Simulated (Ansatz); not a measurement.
NbGeO3:
```cif
data_GeNbO3
_chemical_formula_sum 'Nb1 Ge1 O3'
_space_group_name_H-M_alt 'P4mm'
_space_group_IT_number 99
_space_group_name_Hall 'P 4 -2'
_cell_length_a 3.98940
_cell_length_b 3.98940
_cell_length_c 4.07458
_cell_angle_alpha 90.000
_cell_angle_beta 90.000
_cell_angle_gamma 90.000
loop_
_atom_site_label
_atom_site_type_symbol
_atom_site_symmetry_multiplicity
_atom_site_Wyckoff_symbol
_atom_site_fract_x
_atom_site_fract_y
_atom_site_fract_z
_atom_site_occupancy
Nb1 Nb 1 b 0.50000 0.50000 0.56677 1
Ge1 Ge 1 a 0.00000 0.00000 0.19607 1
O1 O 2 c 0.00000 0.50000 0.45819 1
O2 O 1 b 0.50000 0.50000 0.01099 1
```

Relaxed at zero pressure with the program Ansatz at the PBEsol level (PAW).

Question: The volume is lowered by 6 % and shape and atoms relax at that volume. What pressure results, and how do the axes share the change?

Answer: 8.5 GPa; a -2.4 %, b -2.4 %, c -1.3 %; the energy rises by 20 meV/atom.

Question: Give the new structure.

Answer: 
Space group P4mm (No. 99); a = 3.893 Å, b = 3.893 Å, c = 4.022 Å, α = 90.00°, β = 90.00°, γ = 90.00°

| atom | site | symmetry | x | y | z |
|---|---|---|---|---|---|
| Nb | 1b | 4mm | 0.5000 | 0.5000 | 0.5778 |
| Ge | 1a | 4mm | 0.0000 | 0.0000 | 0.1765 |
| O | 2c | 2mm. | 0.0000 | 0.5000 | 0.4546 |
| O | 1b | 4mm | 0.5000 | 0.5000 | 0.0267 |

The phase is kept; no other phase was compared at this pressure.

The start of the workflow was typed in or built on a structure type; neither database checked (COD, Materials Project) lists it. Whether it is the stable phase at ambient conditions was not checked. The PBEsol relaxation kept the symmetry of its start; whether a distortion lowers the energy is not shown. The workflow began spin-polarised and lost its moments. The cell computed holds one magnetic atom, so no antiferromagnetic order was within reach.

Potentials: the earlier of the program's two PAW sets. The files were generated under PBE; for other functionals the program regenerates the frozen cores, and for LDA and PBEsol the local potential too.
